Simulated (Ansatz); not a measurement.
A relaxed cell of TiAu (Pmma (No. 51)), relaxed on a k-mesh at least as fine as the one used below. Level of theory: PBEsol (plane waves to 420 eV, PAW, scalar-relativistic; Ansatz, a program for electronic structure). Γ-centred k-mesh 7×6×7 on the run's cell (coarser than for final values), Fermi–Dirac smearing 0.05 eV.

```yaml
crystal:
  lattice:
    - [4.62406, 0.00000, 0.00000]
    - [0.00000, 5.69660, 0.00000]
    - [0.00000, 0.00000, 4.92441]
  atoms:
    - { symbol: Au, position: [0.75000, 0.25000, 0.18011] }
    - { symbol: Au, position: [0.75000, 0.75000, 0.18011] }
    - { symbol: Au, position: [0.25000, 0.25000, 0.81989] }
    - { symbol: Au, position: [0.25000, 0.75000, 0.81989] }
    - { symbol: Ti, position: [0.75000, 0.00000, 0.68620] }
    - { symbol: Ti, position: [0.75000, 0.50000, 0.68620] }
    - { symbol: Ti, position: [0.25000, 0.00000, 0.31380] }
    - { symbol: Ti, position: [0.25000, 0.50000, 0.31380] }
```

The atoms are displaced by (Å):

```json
[
 {"atom": "Au1", "ux": "0.030", "uy": "0.065", "uz": "0.004"},
 {"atom": "Au2", "ux": "0.016", "uy": "0.025", "uz": "-0.039"},
 {"atom": "Au3", "ux": "0.078", "uy": "-0.056", "uz": "0.156"},
 {"atom": "Au4", "ux": "0.093", "uy": "-0.003", "uz": "-0.033"},
 {"atom": "Ti5", "ux": "0.001", "uy": "-0.086", "uz": "0.014"},
 {"atom": "Ti6", "ux": "-0.117", "uy": "-0.059", "uz": "0.067"},
 {"atom": "Ti7", "ux": "0.058", "uy": "-0.065", "uz": "0.086"},
 {"atom": "Ti8", "ux": "0.003", "uy": "0.143", "uz": "-0.053"}
]
```

Q: What forces (eV/Å) and pressure result?

A: 
```csv
atom,Fx,Fy,Fz
Au1,0.27,-0.58,0.77
Au2,0.29,0.14,0.33
Au3,-0.91,0.13,-0.81
Au4,-1.05,-0.13,0.27
Ti5,0.52,0.72,-0.12
Ti6,1.28,-0.27,-0.68
Ti7,-0.35,1.08,-0.38
Ti8,-0.04,-1.09,0.63
```

Pressure +2.4 GPa.

Q: Estimate the energy cost of the displacement in the harmonic approximation and compare with the calculation.

A: For a harmonic well ΔE = −½ Σ F·u = 0.449 eV a cell, or 56 meV/atom. The calculated energy relative to the undisplaced cell is +0.06 eV/atom, so the harmonic estimate holds well.

No spin polarisation in the result.

The run that gave the undisplaced cell could not lose the symmetry of its start; a randomly shaken copy of 8 atoms returns to this structure.

The first start was generated by a random draw of sites in a space group. Materials Project lists a structure of TiAu in the same space group, Pmma (No. 51); the sites were not compared with it, nor with measured phases.
